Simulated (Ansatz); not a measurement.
A structure of PbS relaxed with PBEsol (plane waves to 420 eV, PAW, scalar-relativistic; Ansatz, a program for electronic structure); single points at other levels follow on the same geometry (Ansatz, PAW; HSE06 at 420 eV on a 6×6×6 k-mesh; no spin-orbit coupling). Space group Fm-3m (No. 225).

```cif
data_Pb4S4
_chemical_formula_sum 'S4 Pb4'
_space_group_name_H-M_alt 'Fm-3m'
_space_group_IT_number 225
_space_group_name_Hall '-F 4 2 3'
_cell_length_a 5.90282
_cell_length_b 5.90282
_cell_length_c 5.90282
_cell_angle_alpha 90.000
_cell_angle_beta 90.000
_cell_angle_gamma 90.000
loop_
_atom_site_label
_atom_site_type_symbol
_atom_site_symmetry_multiplicity
_atom_site_Wyckoff_symbol
_atom_site_fract_x
_atom_site_fract_y
_atom_site_fract_z
_atom_site_occupancy
S1 S 4 a 0.00000 0.00000 0.00000 1
Pb1 Pb 4 b 0.50000 0.50000 0.50000 1
```
(The calculation used a cell of 2 atoms; values per cell refer to that cell.)

```
level     gap (eV)    kind  conduction minimum
------  ----------  ------  ------------------
PBEsol        0.20  direct    k = (0, 0, -0.5)
HSE06   (withheld)       –          (withheld)
```

Question: Fill in the missing entries.

Answer: 
- HSE06, gap (eV): 0.73
- HSE06, conduction minimum: k = (0, 0, -0.5)

HSE06 gaps come from a coarse mesh plus a few chosen points, so they may be too large. No spin polarisation in the result.

The run could not lose the symmetry of its start.

All atoms sit on sites fixed by symmetry, so only the cell could relax.
